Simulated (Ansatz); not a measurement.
HgPt: eigenvalues along the path

```xyz
2
Lattice="2.9710 0.0000 0.0000 0.0000 2.9710 0.0000 0.0000 0.0000 3.8250" Properties=species:S:1:pos:R:3 pbc="T T T"
Hg    0.0000    0.0000    0.0000
Pt    1.4855    1.4855    1.9125
```

Atoms are numbered in the order listed.

The cell is COD entry 1523215, as deposited and not checked against the literature; nothing was relaxed.

No spin–orbit coupling, which matters for the heavy atoms here.

Computed with DFT, LDA, all-electron LAPW, scalar-relativistic (Ansatz 0.2.0).

Settings: a Γ-centred 12×12×10 k mesh, Fermi–Dirac smearing of 0.03 eV, basis error target 0.5 meV/atom, no spin polarisation.

Path points, in fractions of the reciprocal vectors: Γ (0.000, 0.000, 0.000), X (0.000, 0.500, 0.000), M (0.500, 0.500, 0.000), Z (0.000, 0.000, 0.500), R (0.000, 0.500, 0.500), A (0.500, 0.500, 0.500). Levels in eV from the Fermi level; bands 33 to 50, counted from the lowest band of the run. The gap is zero.

```
# k(1/Å) point b33 b34 b35 b36 b37 b38 b39 b40 b41 b42 b43 b44 b45 b46 b47 b48 b49 b50
0.000 Γ -10.68 -8.76 -8.58 -7.04 -7.04 -6.38 -3.92 -2.99 -1.15 -1.15 -0.88 1.55 6.72 8.26 8.26 14.09 15.87 17.43
0.076 - -10.65 -8.75 -8.56 -7.05 -7.04 -6.39 -3.91 -2.98 -1.24 -1.16 -0.91 1.67 6.57 8.29 8.32 14.13 15.97 17.30
0.151 - -10.57 -8.71 -8.52 -7.08 -7.02 -6.42 -3.87 -2.98 -1.48 -1.18 -0.98 2.01 6.16 8.33 8.50 14.23 16.18 16.99
0.227 - -10.43 -8.65 -8.45 -7.13 -7.00 -6.46 -3.83 -2.96 -1.79 -1.21 -1.09 2.48 5.59 8.36 8.79 14.41 16.22 16.74
0.302 - -10.24 -8.59 -8.34 -7.19 -6.97 -6.52 -3.78 -2.93 -2.13 -1.25 -1.24 3.05 4.93 8.35 9.18 14.62 15.80 16.75
0.378 - -10.00 -8.51 -8.20 -7.27 -6.93 -6.59 -3.75 -2.86 -2.46 -1.40 -1.31 3.67 4.23 8.31 9.65 14.85 15.23 16.71
0.453 - -9.73 -8.42 -8.03 -7.35 -6.89 -6.66 -3.74 -2.77 -2.77 -1.57 -1.37 3.51 4.33 8.25 10.21 14.62 15.01 16.59
0.529 - -9.43 -8.31 -7.83 -7.43 -6.84 -6.74 -3.75 -3.06 -2.67 -1.74 -1.43 2.82 5.04 8.19 10.83 13.97 15.02 16.43
0.604 - -9.14 -8.19 -7.61 -7.51 -6.81 -6.79 -3.79 -3.31 -2.58 -1.90 -1.50 2.18 5.77 8.15 11.51 13.30 14.77 16.25
0.680 - -8.88 -8.04 -7.59 -7.36 -6.88 -6.74 -3.83 -3.53 -2.55 -2.05 -1.56 1.64 6.53 8.13 12.24 12.59 14.30 16.06
0.755 - -8.67 -7.87 -7.65 -7.06 -6.95 -6.70 -3.88 -3.71 -2.62 -2.17 -1.62 1.24 7.30 8.16 11.87 13.01 13.67 15.88
0.831 - -8.53 -7.71 -7.70 -7.00 -6.74 -6.66 -3.92 -3.85 -2.81 -2.28 -1.67 0.99 8.10 8.26 11.17 12.96 13.82 15.69
0.906 - -8.44 -7.75 -7.57 -7.04 -6.64 -6.40 -3.95 -3.93 -3.09 -2.35 -1.70 0.86 8.44 8.90 10.51 12.19 14.65 15.52
0.982 - -8.39 -7.78 -7.48 -7.06 -6.62 -6.13 -4.01 -3.91 -3.37 -2.40 -1.73 0.81 8.67 9.70 9.97 11.41 15.40 15.50
1.057 X -8.37 -7.78 -7.45 -7.07 -6.61 -6.03 -4.04 -3.88 -3.51 -2.41 -1.74 0.80 8.83 9.71 10.30 10.80 15.36 15.81
1.133 - -8.34 -7.79 -7.46 -7.14 -6.65 -5.94 -3.99 -3.84 -3.54 -2.37 -1.73 0.80 8.83 9.68 10.32 10.79 14.80 15.35
1.208 - -8.26 -7.81 -7.48 -7.30 -6.76 -5.74 -3.85 -3.74 -3.61 -2.27 -1.73 0.81 8.82 9.60 10.35 10.75 13.97 14.65
1.284 - -8.11 -7.85 -7.52 -7.51 -6.92 -5.46 -3.69 -3.65 -3.57 -2.12 -1.71 0.81 8.80 9.46 10.41 10.69 13.10 13.96
1.360 - -7.92 -7.90 -7.74 -7.56 -7.11 -5.13 -3.79 -3.41 -3.35 -1.95 -1.69 0.82 8.74 9.24 10.48 10.60 12.25 13.32
1.435 - -7.95 -7.95 -7.69 -7.61 -7.30 -4.75 -3.87 -3.14 -3.09 -1.76 -1.67 0.82 8.61 8.95 10.48 10.57 11.48 12.74
1.511 - -8.16 -8.01 -7.69 -7.50 -7.38 -4.33 -3.93 -2.87 -2.81 -1.65 -1.56 0.83 8.34 8.56 10.35 10.65 10.84 12.22
1.586 - -8.36 -8.08 -7.76 -7.68 -7.07 -3.98 -3.87 -2.60 -2.52 -1.62 -1.36 0.82 7.87 8.10 10.19 10.42 10.74 11.76
1.662 - -8.53 -8.14 -7.85 -7.82 -6.75 -4.01 -3.37 -2.34 -2.23 -1.59 -1.15 0.81 7.22 7.59 10.02 10.19 10.81 11.36
1.737 - -8.68 -8.20 -8.00 -7.89 -6.43 -4.01 -2.86 -2.11 -1.94 -1.57 -0.95 0.78 6.49 7.05 9.86 10.08 10.87 10.99
1.813 - -8.81 -8.25 -8.12 -7.95 -6.13 -3.98 -2.36 -1.90 -1.65 -1.54 -0.75 0.72 5.76 6.51 9.70 10.03 10.67 10.92
1.888 - -8.91 -8.29 -8.22 -7.99 -5.89 -3.93 -1.93 -1.73 -1.52 -1.33 -0.55 0.62 5.09 6.03 9.56 10.01 10.39 10.96
1.964 - -8.98 -8.33 -8.30 -8.03 -5.71 -3.87 -1.64 -1.60 -1.51 -0.94 -0.37 0.46 4.54 5.63 9.46 10.00 10.18 10.98
2.039 - -9.02 -8.35 -8.34 -8.05 -5.60 -3.82 -1.52 -1.50 -1.48 -0.51 -0.24 0.23 4.17 5.36 9.39 9.99 10.04 11.00
2.115 M -9.04 -8.35 -8.35 -8.06 -5.57 -3.80 -1.49 -1.49 -1.44 -0.19 -0.19 -0.02 4.04 5.27 9.37 9.99 9.99 11.00
2.222 - -9.01 -8.34 -8.33 -8.04 -5.64 -3.84 -1.56 -1.53 -1.49 -0.58 -0.46 0.43 4.24 5.49 9.41 9.98 10.10 11.00
2.328 - -8.92 -8.29 -8.25 -8.00 -5.83 -3.99 -1.86 -1.73 -1.49 -1.00 -0.97 1.04 4.40 6.36 9.43 9.95 10.42 11.09
2.435 - -8.79 -8.22 -8.12 -7.95 -6.12 -4.34 -2.33 -1.97 -1.48 -1.40 -1.35 1.71 4.36 7.70 9.23 9.94 10.93 11.45
2.542 - -8.63 -8.12 -7.95 -7.89 -6.46 -4.93 -2.64 -2.26 -1.78 -1.66 -1.46 2.45 4.28 8.78 9.12 10.08 11.60 12.10
2.649 - -8.48 -8.00 -7.85 -7.75 -6.82 -5.64 -2.75 -2.54 -2.14 -1.95 -1.44 3.24 4.22 8.15 9.63 11.27 12.40 12.96
2.756 - -8.41 -7.86 -7.83 -7.53 -7.18 -6.30 -2.78 -2.70 -2.48 -2.21 -1.42 4.04 4.20 7.40 9.66 13.00 13.29 13.94
2.863 - -8.54 -7.85 -7.72 -7.53 -7.34 -6.74 -2.93 -2.80 -2.59 -2.38 -1.39 4.25 4.85 6.59 9.65 14.22 14.69 14.98
2.969 - -8.90 -7.92 -7.84 -7.57 -7.17 -6.86 -3.09 -2.95 -2.68 -2.22 -1.35 4.38 5.62 5.73 9.61 15.14 15.78 16.03
3.076 - -9.36 -8.11 -8.06 -7.43 -7.07 -6.79 -3.34 -2.83 -2.80 -1.92 -1.30 4.61 4.85 6.35 9.54 15.77 15.96 16.15
3.183 - -9.80 -8.34 -8.22 -7.30 -7.02 -6.67 -3.54 -2.89 -2.57 -1.60 -1.26 3.98 4.95 6.99 9.41 15.21 16.39 16.60
3.290 - -10.18 -8.52 -8.36 -7.19 -7.01 -6.55 -3.71 -2.94 -2.19 -1.31 -1.22 3.14 5.39 7.53 9.19 14.74 16.66 17.02
3.397 - -10.45 -8.65 -8.48 -7.11 -7.02 -6.46 -3.82 -2.97 -1.74 -1.18 -1.08 2.38 5.92 7.93 8.86 14.38 16.59 17.10
3.503 - -10.62 -8.73 -8.55 -7.06 -7.04 -6.40 -3.89 -2.98 -1.33 -1.16 -0.93 1.79 6.45 8.18 8.48 14.16 16.07 17.32
3.610 Γ -10.68 -8.76 -8.58 -7.04 -7.04 -6.38 -3.92 -2.99 -1.15 -1.15 -0.88 1.55 6.72 8.26 8.26 14.09 15.87 17.43
3.669 - -10.67 -8.76 -8.57 -7.04 -7.04 -6.38 -3.92 -3.00 -1.17 -1.17 -0.89 1.42 6.88 8.30 8.30 14.10 15.86 17.43
3.728 - -10.62 -8.75 -8.55 -7.03 -7.03 -6.38 -3.94 -3.03 -1.21 -1.21 -0.89 1.09 7.30 8.41 8.41 14.15 15.81 17.44
3.786 - -10.54 -8.73 -8.51 -7.02 -7.02 -6.37 -3.97 -3.09 -1.28 -1.28 -0.90 0.63 7.92 8.60 8.60 14.22 15.72 17.44
3.845 - -10.42 -8.71 -8.47 -7.00 -7.00 -6.37 -4.01 -3.19 -1.38 -1.38 -0.92 0.12 8.66 8.86 8.86 14.31 15.61 17.42
3.904 - -10.29 -8.69 -8.41 -6.98 -6.98 -6.36 -4.06 -3.32 -1.49 -1.49 -0.94 -0.40 9.18 9.18 9.49 14.43 15.47 17.29
3.962 - -10.12 -8.66 -8.33 -6.96 -6.96 -6.35 -4.12 -3.50 -1.61 -1.61 -0.96 -0.88 9.56 9.56 10.39 14.56 15.31 16.87
4.021 - -9.93 -8.64 -8.24 -6.94 -6.94 -6.34 -4.18 -3.75 -1.73 -1.73 -1.30 -0.98 9.99 9.99 11.32 14.71 15.14 16.50
4.080 - -9.73 -8.61 -8.14 -6.91 -6.91 -6.33 -4.23 -4.07 -1.85 -1.85 -1.64 -1.00 10.46 10.46 12.29 14.86 14.96 16.20
4.138 - -9.53 -8.58 -8.01 -6.89 -6.89 -6.32 -4.44 -4.29 -1.96 -1.96 -1.89 -1.02 10.96 10.96 13.27 14.79 15.02 15.96
4.197 - -9.33 -8.55 -7.85 -6.86 -6.86 -6.31 -4.86 -4.34 -2.08 -2.06 -2.06 -1.03 11.50 11.50 14.19 14.72 15.17 15.78
4.256 - -9.16 -8.53 -7.66 -6.84 -6.84 -6.31 -5.29 -4.38 -2.21 -2.14 -2.14 -1.05 12.06 12.06 14.39 15.27 15.29 15.65
4.314 - -9.03 -8.51 -7.43 -6.83 -6.83 -6.30 -5.70 -4.41 -2.29 -2.20 -2.20 -1.06 12.62 12.62 14.31 15.13 15.13 15.40
4.373 - -8.95 -8.50 -7.20 -6.82 -6.82 -6.30 -6.05 -4.43 -2.34 -2.24 -2.24 -1.07 13.16 13.16 14.25 14.60 14.60 15.38
4.432 Z -8.93 -8.50 -7.07 -6.81 -6.81 -6.30 -6.22 -4.44 -2.35 -2.25 -2.25 -1.07 13.49 13.49 14.23 14.29 14.29 15.37
4.507 - -8.91 -8.49 -7.18 -6.82 -6.70 -6.31 -6.22 -4.41 -2.34 -2.24 -2.23 -1.08 12.83 13.51 13.71 14.32 14.64 15.67
4.583 - -8.85 -8.45 -7.36 -6.83 -6.48 -6.36 -6.25 -4.34 -2.30 -2.21 -2.18 -1.10 11.84 12.76 13.56 14.41 14.84 16.22
4.658 - -8.79 -8.36 -7.55 -6.84 -6.44 -6.28 -6.23 -4.23 -2.23 -2.16 -2.10 -1.13 10.81 11.76 13.65 14.57 14.79 16.23
4.734 - -8.74 -8.20 -7.74 -6.86 -6.54 -6.32 -5.94 -4.08 -2.13 -2.10 -2.00 -1.17 9.78 10.75 13.76 14.66 14.77 16.03
4.809 - -8.72 -7.97 -7.92 -6.88 -6.65 -6.35 -5.61 -3.92 -2.03 -2.02 -1.89 -1.22 8.76 9.76 13.89 14.48 15.00 15.72
4.885 - -8.71 -8.10 -7.69 -6.91 -6.77 -6.38 -5.24 -3.74 -1.95 -1.88 -1.77 -1.27 7.77 8.78 14.03 14.26 15.25 15.37
4.960 - -8.71 -8.27 -7.38 -6.94 -6.89 -6.37 -4.85 -3.55 -1.88 -1.73 -1.64 -1.32 6.80 7.82 14.03 14.17 14.99 15.51
5.036 - -8.72 -8.42 -7.10 -7.01 -6.96 -6.28 -4.46 -3.32 -1.82 -1.57 -1.53 -1.37 5.89 6.89 13.80 14.29 14.62 15.75
5.111 - -8.73 -8.56 -7.11 -6.99 -6.94 -6.04 -4.13 -3.02 -1.78 -1.42 -1.41 -1.41 5.03 6.00 13.57 14.27 14.40 15.96
5.187 - -8.74 -8.67 -7.20 -7.02 -6.87 -5.69 -3.87 -2.64 -1.76 -1.45 -1.33 -1.27 4.27 5.16 13.37 13.95 14.48 16.13
5.262 - -8.76 -8.75 -7.27 -7.04 -6.85 -5.29 -3.70 -2.19 -1.77 -1.48 -1.25 -1.15 3.61 4.40 13.20 13.70 14.54 16.26
5.338 - -8.82 -8.76 -7.33 -7.05 -6.85 -4.93 -3.59 -1.82 -1.75 -1.51 -1.19 -1.06 3.11 3.75 13.07 13.50 14.58 16.36
5.413 - -8.86 -8.77 -7.36 -7.06 -6.85 -4.66 -3.54 -1.86 -1.52 -1.40 -1.16 -1.03 2.79 3.30 12.99 13.38 14.60 16.41
5.489 R -8.88 -8.77 -7.37 -7.07 -6.85 -4.56 -3.52 -1.89 -1.52 -1.24 -1.15 -1.04 2.68 3.13 12.96 13.34 14.61 16.43
5.565 - -8.86 -8.74 -7.38 -7.08 -6.84 -4.56 -3.49 -2.05 -1.87 -1.04 -0.95 -0.87 2.66 3.13 12.96 13.34 14.45 16.30
5.640 - -8.82 -8.65 -7.43 -7.11 -6.83 -4.55 -3.41 -2.36 -2.30 -1.04 -0.56 -0.36 2.62 3.12 12.94 13.36 14.01 15.92
5.716 - -8.76 -8.51 -7.50 -7.16 -6.80 -4.54 -3.27 -2.71 -2.67 -1.05 -0.10 0.18 2.56 3.12 12.87 13.35 13.37 15.35
5.791 - -8.68 -8.31 -7.59 -7.23 -6.77 -4.53 -3.09 -3.09 -2.96 -1.07 0.40 0.75 2.48 3.11 12.59 12.72 13.29 14.63
5.867 - -8.59 -8.07 -7.70 -7.31 -6.73 -4.52 -3.44 -3.24 -2.86 -1.08 0.93 1.33 2.38 3.11 11.73 12.46 13.14 13.80
5.942 - -8.48 -7.82 -7.78 -7.39 -6.68 -4.50 -3.75 -3.49 -2.59 -1.08 1.48 1.92 2.26 3.13 10.83 12.07 12.86 12.89
6.018 - -8.37 -7.93 -7.48 -7.46 -6.64 -4.48 -4.03 -3.71 -2.31 -1.06 2.07 2.14 2.53 3.16 9.94 11.59 11.94 12.48
6.093 - -8.25 -8.05 -7.57 -7.11 -6.59 -4.46 -4.28 -3.91 -2.04 -1.01 2.02 2.67 3.15 3.23 9.07 10.96 11.02 12.00
6.169 - -8.15 -8.15 -7.65 -6.76 -6.53 -4.49 -4.45 -4.08 -1.84 -0.87 1.91 3.29 3.35 3.77 8.26 9.97 10.40 11.46
6.244 - -8.24 -8.05 -7.73 -6.53 -6.37 -4.66 -4.45 -4.23 -1.73 -0.66 1.81 3.54 3.93 4.38 7.53 9.00 9.74 10.89
6.320 - -8.32 -7.97 -7.78 -6.48 -6.07 -4.80 -4.45 -4.34 -1.68 -0.41 1.73 3.82 4.57 4.96 6.92 8.06 9.07 10.33
6.395 - -8.37 -7.91 -7.83 -6.45 -5.81 -4.89 -4.46 -4.42 -1.67 -0.20 1.67 4.20 5.20 5.48 6.45 7.18 8.41 9.82
6.471 - -8.41 -7.88 -7.86 -6.43 -5.63 -4.95 -4.47 -4.47 -1.67 -0.06 1.63 4.66 5.77 5.87 6.15 6.42 7.83 9.43
6.546 A -8.42 -7.87 -7.87 -6.43 -5.56 -4.97 -4.48 -4.48 -1.67 -0.01 1.62 4.96 6.02 6.02 6.05 6.05 7.54 9.28
6.653 - -8.39 -7.88 -7.86 -6.44 -5.68 -4.93 -4.55 -4.37 -1.67 -0.11 1.64 4.37 5.67 6.12 6.15 6.37 8.08 9.59
6.760 - -8.33 -7.92 -7.83 -6.47 -5.95 -4.82 -4.76 -4.14 -1.67 -0.37 1.67 3.38 5.13 6.31 6.52 6.75 9.11 10.43
6.867 - -8.22 -7.97 -7.79 -6.52 -6.27 -5.07 -4.66 -3.87 -1.70 -0.75 1.62 2.38 4.82 6.62 7.00 7.07 10.29 11.58
6.974 - -8.08 -8.02 -7.74 -6.61 -6.58 -5.45 -4.48 -3.60 -1.77 -1.18 1.39 1.46 4.85 7.04 7.21 7.74 11.54 12.87
7.081 - -8.06 -7.90 -7.67 -6.93 -6.67 -5.85 -4.31 -3.35 -1.89 -1.65 0.67 1.02 5.20 7.46 7.56 8.49 12.81 14.15
7.187 - -8.08 -7.71 -7.58 -7.24 -6.83 -6.18 -4.23 -3.12 -2.11 -2.04 0.05 0.56 5.77 7.80 8.16 9.29 14.05 15.30
7.294 - -8.06 -7.53 -7.52 -7.48 -7.10 -6.34 -4.32 -2.92 -2.56 -2.15 -0.41 0.08 6.49 8.23 8.83 10.11 15.14 16.14
7.401 - -8.02 -7.78 -7.62 -7.37 -7.18 -6.39 -4.60 -2.98 -2.74 -2.16 -0.75 -0.41 7.32 8.79 9.55 10.93 15.93 16.62
7.508 - -7.99 -7.96 -7.93 -7.25 -7.00 -6.38 -5.00 -3.37 -2.59 -2.11 -0.99 -0.88 8.24 9.48 10.31 11.72 16.33 16.91
7.615 - -8.29 -8.17 -7.81 -7.13 -6.79 -6.34 -5.44 -3.72 -2.47 -2.10 -1.31 -1.12 9.23 10.30 11.08 12.47 16.45 17.11
7.721 - -8.56 -8.32 -7.65 -7.01 -6.60 -6.30 -5.86 -4.01 -2.37 -2.16 -1.69 -1.15 10.30 11.25 11.85 13.15 16.33 17.07
7.828 - -8.76 -8.42 -7.46 -6.91 -6.44 -6.26 -6.26 -4.24 -2.30 -2.25 -1.99 -1.12 11.43 12.31 12.58 13.73 15.88 16.36
7.935 - -8.88 -8.48 -7.24 -6.84 -6.60 -6.33 -6.23 -4.39 -2.33 -2.26 -2.18 -1.08 12.60 13.20 13.46 14.14 15.04 15.77
8.042 Z -8.93 -8.50 -7.07 -6.81 -6.81 -6.30 -6.22 -4.44 -2.35 -2.25 -2.25 -1.07 13.49 13.49 14.23 14.29 14.29 15.37
8.137 - -8.93 -8.49 -7.26 -6.82 -6.75 -6.31 -6.05 -4.41 -2.34 -2.22 -2.21 -1.07 12.61 13.19 13.86 14.63 14.68 15.62
8.233 - -8.96 -8.47 -7.53 -6.84 -6.76 -6.36 -5.66 -4.32 -2.36 -2.14 -2.03 -1.09 11.26 12.72 13.22 14.87 15.24 15.86
8.329 - -9.00 -8.41 -7.74 -6.87 -6.82 -6.43 -5.21 -4.18 -2.42 -2.03 -1.68 -1.10 9.82 12.30 12.61 14.86 15.63 15.92
8.424 - -9.06 -8.34 -7.85 -6.91 -6.90 -6.51 -4.78 -4.01 -2.50 -1.93 -1.17 -1.12 8.37 11.97 12.06 14.77 14.98 16.14
8.520 - -9.11 -8.29 -7.86 -7.00 -6.93 -6.59 -4.43 -3.81 -2.59 -1.86 -1.14 -0.50 6.95 11.57 11.76 14.20 14.78 15.98
8.616 - -9.12 -8.26 -7.75 -7.08 -6.96 -6.66 -4.20 -3.59 -2.67 -1.84 -1.17 0.31 5.59 11.15 11.71 13.50 14.77 15.81
8.711 - -9.09 -8.24 -7.60 -7.14 -6.98 -6.72 -4.07 -3.41 -2.69 -1.86 -1.21 1.26 4.33 10.78 11.81 12.82 14.82 15.65
8.807 - -9.00 -8.21 -7.48 -7.11 -6.99 -6.75 -4.02 -3.38 -2.60 -1.92 -1.28 2.30 3.19 10.46 12.09 12.18 14.93 15.50
8.903 - -8.87 -8.16 -7.46 -7.00 -6.95 -6.76 -4.02 -3.46 -2.48 -2.00 -1.38 2.22 3.44 10.18 11.60 12.54 15.08 15.38
8.998 - -8.72 -8.08 -7.49 -7.02 -6.74 -6.72 -4.04 -3.59 -2.48 -2.10 -1.49 1.50 4.63 9.93 11.09 13.13 15.02 15.37
9.094 - -8.57 -7.98 -7.50 -7.04 -6.70 -6.48 -4.06 -3.72 -2.66 -2.21 -1.60 1.06 5.88 9.71 10.70 13.84 14.26 15.48
9.189 - -8.46 -7.87 -7.50 -7.05 -6.66 -6.26 -4.07 -3.83 -2.99 -2.31 -1.67 0.87 7.14 9.53 10.42 13.00 14.64 15.41
9.285 - -8.39 -7.81 -7.47 -7.06 -6.63 -6.09 -4.05 -3.89 -3.34 -2.39 -1.72 0.81 8.31 9.48 10.28 11.69 15.37 15.49
9.381 X -8.37 -7.78 -7.45 -7.07 -6.61 -6.03 -4.04 -3.88 -3.51 -2.41 -1.74 0.80 8.83 9.71 10.30 10.80 15.36 15.81
```
